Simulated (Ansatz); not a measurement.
Sr₂ZrTiO₆ in space group P4/mmm (No. 123; Pearson symbol tP10) at seven volumes, PBE (plane waves, PAW; program Ansatz), shape and atoms relaxed at each. One row is withheld.

| V (Å³/atom) | P (GPa) |
|---|---|
| 12.213 | ? |
| 12.616 | 11.20 |
| 13.018 | 5.14 |
| 13.421 | 0.00 |
| 13.823 | -4.38 |
| 14.226 | -8.10 |
| 14.629 | -11.25 |

Task: Fit the shown pressures and predict the withheld one.

Result: Third-order Birch–Murnaghan: P = (3/2)B₀(x^(7/2) − x^(5/2))[1 + (3/4)(B′ − 4)(x − 1)] with x = (V₀/V)^(2/3). Least squares on the six rows gives V₀ = 13.420 Å³/atom, B₀ = 158.0 GPa, B′ = 4.44. At V = 12.213, x = 1.0648 and P = 18.37 GPa. The run itself gave 18.32 GPa.

The start of the workflow was typed in or built on a structure type; neither database checked (COD, Materials Project) lists it. Whether it is the stable phase at ambient conditions was not checked. Symmetry was held in the PBE relaxation; whether a distortion lowers the energy is not shown. The workflow began spin-polarised and lost its moments.

Potentials: the earlier of the program's two PAW sets.
